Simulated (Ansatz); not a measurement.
A geometry of Cu away from equilibrium: step 3 of the relaxation of a relaxed Cu cell displaced along its unstable phonon at q = Γ (63i cm⁻¹), largest move 0.15 Å. All values below come from r2SCAN (plane waves to 500 eV, PAW, scalar-relativistic; Ansatz, a first-principles code). Γ-centred k-mesh 15×15×4 on the run's cell (coarser than for final values), Fermi–Dirac smearing 0.05 eV. The plane waves were selected for a different cell earlier on the path.

```yaml
crystal:
  lattice:
    - [2.49060, 0.00000, 0.00000]
    - [-1.24530, 2.16043, 0.00000]
    - [0.00000, 0.00000, 8.70999]
  atoms:
    - { symbol: Cu, position: [0.23543, 0.47085, 0.11938] }
    - { symbol: Cu, position: [0.76457, 0.52915, 0.61938] }
    - { symbol: Cu, position: [0.56818, 0.13635, 0.88062] }
    - { symbol: Cu, position: [0.43182, 0.86365, 0.38062] }
```

Problem. Give the Cartesian forces on all atoms (eV/Å).

Solution. 
| atom | Fx | Fy | Fz |
|---|---|---|---|
| Cu1 | 0.00 | -0.26 | 0.22 |
| Cu2 | 0.00 | 0.26 | 0.22 |
| Cu3 | 0.00 | -0.27 | -0.22 |
| Cu4 | 0.00 | 0.27 | -0.22 |

The path ends in P6₃/mmc (No. 194) (AFLOW prototype A_hP4_194_ac (A3', as in La)). No spin polarisation in the result.

The run could not lose the symmetry of its start: the end is stationary, and may be a saddle point rather than a minimum.

The end of the path is a generated cell of Cu: the first start was made by placing the elements on the sites of a structure type, and the end was not matched to a known phase here, so it may be hypothetical. Known forms of Cu include space group No. 225.
